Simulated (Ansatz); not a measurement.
**Question.** Each is relaxed and computed with the program Ansatz at the r²SCAN level (PAW). Which is the only one with a gap?
(A) Hf3As2, Pnma (Pearson symbol oP20)
(B) HfO2, P2_1/c (Hf on 4e, O on 4e, O on 4e)
(C) Hf3Si2, P4/mbm (Hf on 4h, Hf on 2a, Si on 4g)
(D) Hf2Ge, I4/mcm (Hf on 8h, Ge on 4a)

**Answer.** B, HfO2, P2_1/c (Hf on 4e, O on 4e, O on 4e). HfO2: gap 4.59 eV (indirect); Hf3Si2: metal; Hf3As2: metal; Hf2Ge: metal. Standing as an ambient phase not checked: Hf3Si2, P4/mbm (Hf on 4h, Hf on 2a, Si on 4g); Hf3As2, Pnma (Pearson symbol oP20); Hf2Ge, I4/mcm (Hf on 8h, Ge on 4a). All cells were relaxed under the symmetry of their starts (and spin orders); stability against distortions was not tested throughout. Rows with no word on spin ran without spin polarisation. Spin–orbit coupling is left out wherever it is not named.

Potentials: the later of the program's two PAW sets.
